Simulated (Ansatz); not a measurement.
**ZrGeO, first-principles data**

ZrGeO:
```
ZrGeO
1.0
    3.40328     0.00000     0.00000
    0.00000     3.40328     0.00000
    0.00000     0.00000     7.28054
Zr Ge O
2 2 2
Direct
  0.00000   0.50000   0.68627
  0.50000   0.00000   0.31373
  0.00000   0.00000   0.00000
  0.50000   0.50000   0.00000
  0.50000   0.00000   0.60748
  0.00000   0.50000   0.39252
```

Space group P4/nmm (No. 129); conventional cell a = b = 3.403 Å, c = 7.281 Å, α = β = γ = 90.00°.

Method: r²SCAN in the plane-wave PAW code Ansatz. Structure relaxed to zero pressure with the same functional. Other levels are named where they apply.

Cell and energy:

* **Volume per atom**: 14.05 Å³
* **Density**: 7.08 g/cm³
* **Formation energy from the elements (no fitted shifts)**: -1.77 eV/atom

Electronic structure:

- Electronic character: metallic (no gap)
- Density of states at the Fermi level: 0.09 states/eV per atom (mean over ±0.08 eV)

Mechanics:

- Bulk modulus (Birch–Murnaghan fit) = 156 GPa
- Pressure derivative B′ = 5.1

Charges:

* **Bader charges**: Zr +1.99, Ge -0.59, O -1.40 e

The start of the workflow was typed in or built on a structure type; neither database checked (COD, Materials Project) lists it. Its standing as an ambient phase is unchecked. The r²SCAN relaxation kept the symmetry of its start; its stability against distortions is not shown here. No spin polarisation was allowed. The references are the lowest solids computed at this level, not always the standard phases (solids in place of the gases). Spin–orbit coupling is left out wherever it is not named.

Potentials: the earlier of the program's two PAW sets. The files were generated under PBE; for other functionals the program regenerates the frozen cores, and for LDA and PBEsol the local potential too.
